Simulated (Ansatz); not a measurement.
Frames from the relaxation of a relaxed YN cell, doubled along one cell vector, shaken by Gaussian noise of σ = 0.08 Å a coordinate, as extended XYZ (Å, eV, eV/Å, GPa with compression positive). Calculation: r2SCAN (plane waves to 500 eV, PAW, scalar-relativistic; Ansatz, a program for electronic structure). Γ-centred k-mesh 12×6×12 on the run's cell, Fermi–Dirac smearing 0.05 eV.

```xyz
4
Lattice="0.0000 2.4479 2.4479 4.8957 0.0000 4.8957 2.4479 2.4479 0.0000" Properties=species:S:1:pos:R:3:forces:R:3 pbc="T T T" step=1 free_energy=-8496.826 pressure=1.0 accepted=T
N      0.1084    -0.0712    -0.1295   -0.9376    0.3372   -0.1995
N      2.3742    -0.0616     2.3166    1.0317   -0.2439    0.3229
Y      2.4814     2.3637     2.3012   -0.3073    0.3790    0.1044
Y      4.8909     2.4593     4.8500    0.2132   -0.4722   -0.2277
4
Lattice="-0.0041 2.4464 2.4524 4.8580 -0.0201 4.9167 2.4104 2.4338 0.0086" Properties=species:S:1:pos:R:3:forces:R:3 pbc="T T T" step=2 free_energy=-8496.785 pressure=2.6 accepted=F
N     -0.0434    -0.0117    -0.1640    0.9780   -0.7858    0.8085
N      2.4904    -0.1157     2.3793   -0.8252    0.7768   -0.7056
Y      2.4187     2.4109     2.3343    0.6277   -0.6241    0.6102
Y      4.8900     2.3606     4.8326   -0.7805    0.6331   -0.7131
4
Lattice="0.0004 2.4461 2.4461 4.8893 0.0005 4.8925 2.4461 2.4476 -0.0012" Properties=species:S:1:pos:R:3:forces:R:3 pbc="T T T" step=3 free_energy=-8496.951 pressure=0.4 accepted=T
N      0.0268    -0.0562    -0.1215   -0.1238    0.0455    0.0011
N      2.4458    -0.0578     2.3264    0.1397   -0.0047    0.0512
Y      2.4663     2.3956     2.3325   -0.0425    0.0305    0.0052
Y      4.9049     2.4076     4.7933    0.0266   -0.0713   -0.0576
```

The path has 4 moves and ends in Fm-3m (No. 225) (rock salt type), 0.03 eV/atom below its start. Free energies are of the whole cell and compare only within this code, potentials and settings.  No spin polarisation in the result.
